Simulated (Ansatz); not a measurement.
# Fields on a plane of CoSi2 (fluorite type, space group Fm-3m)

```xyz
3
Lattice="0.0000 2.6802 2.6802 2.6802 0.0000 2.6802 2.6802 2.6802 0.0000" Properties=species:S:1:pos:R:3 pbc="T T T"
Co     0.0000     0.0000     0.0000
Si     1.3401     1.3401     1.3401
Si     4.0203     4.0203     4.0203
```

The slice is a {111} plane (indices of the conventional cell) through the point (0.750, 0.750, 0.750) (fractional), spanned by u = [100] and v = [-1 2 0] in vectors of this cell: u (3.79 Å) and v (6.57 Å, at 90° to u). It covers one period; positions are fractions (u, v).

Atoms on it: Si at (0.00, 0.00); Si at (0.50, 0.50). Other atoms lie within 1 Å of the plane.

Calculation: PBE (plane waves to 420 eV, PAW, scalar-relativistic; Ansatz, a first-principles code). k mesh 15×15×15. These are valence fields of a PAW run, semicore shells included where kept as valence: close to a nucleus they are smooth pseudo fields. CoSi2 is run without spin polarisation. CoSi2 was relaxed with its symmetry unable to fall. The PAW data are Ansatz's earlier set.

```
|xxxxxxxxxx==%%@@@@@@%%==xxxxxxxx|
|xxxxxxxx  **%%@@@@@@%%**  xxxxxx|
|xxxxxxxx==##@@@@@@@@@@##==xxxxxx|
|xxxx  ==##%%@@@@@@@@@@%%##==  xx|
|::--++##%%@@@@@@@@@@@@@@%%##++--|
|----++##@@@@@@@@@@@@@@@@@@##++--|
|xxxx--**%%@@@@@@@@@@@@@@%%**--xx|
|xxxxxx==##%%%%%%##%%%%%%##==xxxx|
|xxxxxx--**##**==--==**##**--xxxx|
|xxxxxx::==--  xxxxxx  --==::xxxx|
|xxxxxx--::xxxxxxxxxxxxxx::--xxxx|
|xx..----  xxxxxxxxxxxxxx  ----..|
|******--xxxxxxxxxxxxxxxxxx--****|
|%%%%##==xxxxxxxxxxxxxxxxxx==##%%|
|@@@@%%==xxxxxxxxxxxxxxxxxx==%%@@|
|@@@@%%**  xxxxxxxxxxxxxx  **%%@@|
|@@@@@@##==xxxxxxxxxxxxxx==##@@@@|
|@@@@@@%%##==  xxxxxx  ==##%%@@@@|
|@@@@@@@@%%##++--::--++##%%@@@@@@|
|@@@@@@@@@@##++------++##@@@@@@@@|
|@@@@@@@@%%**--xxxxxx--**%%@@@@@@|
|##%%%%%%##==xxxxxxxxxx==##%%%%%%|
|--==**##**--xxxxxxxxxx--**##**==|
|xxxx  --==::xxxxxxxxxx::==--  xx|
|xxxxxxxx::--xxxxxxxxxx--::xxxxxx|
|xxxxxxxx  ----..xx..----  xxxxxx|
|xxxxxxxxxx--**********--xxxxxxxx|
|xxxxxxxxxx==##%%%%%%##==xxxxxxxx|
```
Scale: ten equal steps from 2.68 (start of ' ') to 10.54 (end of '@'), in the order ' .:-=+*#%@'. Values: electrostatic potential energy of an electron, from the cell's mean, in eV. The map has 16 points along u (two characters each, u = 0 at the left) and 28 along v (v = 0 in the bottom row). Points within 1 Å of a nucleus are blanked (x), as the pseudised field means little there. The zero, the cell's mean, hangs on the PAW cores.

```tsv
v \ u	0.00	0.12	0.25	0.38	0.50	0.62	0.75	0.88
0.93	-0.6	-0.5	-0.6	-0.8	-0.9	-0.8	-0.6	-0.5
0.86	-0.3	-0.4	-0.7	-1.0	-1.1	-1.0	-0.7	-0.4
0.79	-0.4	-0.5	-0.7	-0.9	-1.0	-0.9	-0.7	-0.5
0.71	0.0	-0.3	-0.6	-0.8	-0.8	-0.8	-0.6	-0.3
0.64	0.1	-0.2	-0.4	-0.5	-0.5	-0.5	-0.4	-0.2
0.57	-0.3	-0.4	-0.4	-0.4	-0.6	-0.4	-0.4	-0.4
0.50	-0.7	-0.6	-0.4	-0.6	-0.9	-0.6	-0.4	-0.6
0.43	-0.9	-0.8	-0.6	-0.5	-0.6	-0.5	-0.6	-0.8
0.36	-1.1	-1.0	-0.7	-0.4	-0.3	-0.4	-0.7	-1.0
0.29	-1.0	-0.9	-0.7	-0.5	-0.4	-0.5	-0.7	-0.9
0.21	-0.8	-0.8	-0.6	-0.3	0.0	-0.3	-0.6	-0.8
0.14	-0.5	-0.5	-0.4	-0.2	0.1	-0.2	-0.4	-0.5
0.07	-0.6	-0.4	-0.4	-0.4	-0.3	-0.4	-0.4	-0.4
0.00	-0.9	-0.6	-0.4	-0.6	-0.7	-0.6	-0.4	-0.6
```

Values: log₁₀ of the valence density in e/Å³. The scale is logarithmic, as a density can span decades between atoms and voids.
